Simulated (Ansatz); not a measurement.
# Computed properties of Ga4AsN3 (ordering on wurtzite)

All numbers come from the plane-wave code Ansatz. The cell comes from a prototype generator: it can be a known phase or a hypothetical one. No magnetic order is allowed.

Ga4AsN3, ordered on the wurtzite lattice (P3m1) with 8 atoms a cell, relaxed with r2SCAN. It is trigonal, P3m1 (No. 156); conventional cell a = 3.363 Å, c = 11.253 Å, 13.78 Å³ an atom. Around N lie 4 Ga at 1.97–2.02 Å; around N lie 4 Ga at 1.94–2.02 Å; around N lie 4 Ga at 1.96–2.02 Å; around As lie 4 Ga at 2.29–2.46 Å; around Ga lie 4 N at 1.97–2.02 Å; around Ga lie 1 N at 1.94 Å and 3 As at 2.29 Å; around Ga lie 4 N at 1.96–2.02 Å; around Ga lie 3 N at 2.02 Å and 1 As at 2.46 Å.

```cif
data_structure
_symmetry_space_group_name_H-M 'P3m1'
_symmetry_Int_Tables_number 156
_cell_length_a 3.3631
_cell_length_b 3.3631
_cell_length_c 11.2529
_cell_angle_alpha 90.000
_cell_angle_beta 90.000
_cell_angle_gamma 120.000
_cell_volume 110.22
loop_
_atom_site_label
_atom_site_type_symbol
_atom_site_symmetry_multiplicity
_atom_site_Wyckoff_symbol
_atom_site_fract_x
_atom_site_fract_y
_atom_site_fract_z
_atom_site_occupancy
N1 N 1 c 0.66667 0.33333 0.97566 1
N2 N 1 c 0.66667 0.33333 0.52516 1
N3 N 1 b 0.33333 0.66667 0.75026 1
As1 As 1 b 0.33333 0.66667 0.24385 1
Ga1 Ga 1 c 0.66667 0.33333 0.80096 1
Ga2 Ga 1 c 0.66667 0.33333 0.35238 1
Ga3 Ga 1 b 0.33333 0.66667 0.57621 1
Ga4 Ga 1 b 0.33333 0.66667 0.02551 1
```

Relaxed lattice by functional, symmetry kept:
```csv
functional,k mesh,a (Å),c (Å),volume (Å³/atom)
PBE,12×12×2,3.393,11.470,14.29
r2SCAN,12×12×2,3.363,11.253,13.78
```

On this one geometry the levels give:
```tsv
level	k mesh	gap (eV)	kind	edges	least direct gap (eV)	rough cost
PBE	12×12×2	none (overlap 0.45)	–	–	–	30 core-seconds
PBE+SOC	12×12×2	none (overlap 0.45)	–	–	–	2.4 core-minutes
r2SCAN	12×12×2	none (overlap 0.61)	–	–	–	40 core-seconds
```
All runs use a smearing of 0.02 eV.
Wave cutoffs: 420 eV, 500 eV (r2SCAN).
Points off the special ones are mesh points or PBE's searched band edges, reused at the other levels.
Costs come from shared machines and give only the order; PBE's includes the band path. The runs had 4 threads of Intel(R) Xeon(R) Platinum 8488C (Sapphire Rapids) (shared host).

With r2SCAN the bands overlap by 0.61 eV (counted from 1, band 41 peaks at Γ and band 42 bottoms out at K–Γ (0.75 of the way from K)): no gap. PBE+SOC gives no gap: the lowest nominally empty band dips 0.45 eV below the top of the last filled one (its bottom at K–Γ (0.75 of the way from K), the top at Γ), so the cell is a metal or semimetal at this level.

No level opens a gap, but no hybrid is among them, and semilocal functionals can close a real gap.

Only the levels marked +SOC include spin-orbit coupling.
